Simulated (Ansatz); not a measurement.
Al3GaN4 in space group P3m1 (No. 156; Pearson symbol hP8), the program Ansatz at the PBE level (PAW), all energies at zero smearing, with the estimated change up to a 700 eV cutoff added, with one set of potentials and settings (totals compare only within such a set). Cell of 8 atoms (1 Ga, 4 N, 3 Al): -6940.665 eV.

| element | reference phase | E (eV/atom) |
|---|---|---|
| Ga | Cmce, 4 atoms in the cell | -3783.0259 |
| N | Pa-3, 8 atoms in the cell | -384.0342 |
| Al | Fm-3m, 1 atoms in the cell | -537.5055 |

Formation energy per atom, worked out: (-6940.665 − 1×(-3783.0259) − 4×(-384.0342) − 3×(-537.5055))/8 = -1.123 eV/atom (-108 kJ per mol of atoms), at 0 K, without zero-point energy or fitted corrections.

The start of the workflow was typed in or built on a structure type; neither database checked (COD, Materials Project) lists it. Its standing as an ambient phase is unchecked. The cell was relaxed with PBE under the symmetry of its start; its stability against distortions is not shown here. The references are the lowest solids computed at this level, not always the standard phases (solids in place of the gases).

Potentials: the earlier of the program's two PAW sets.
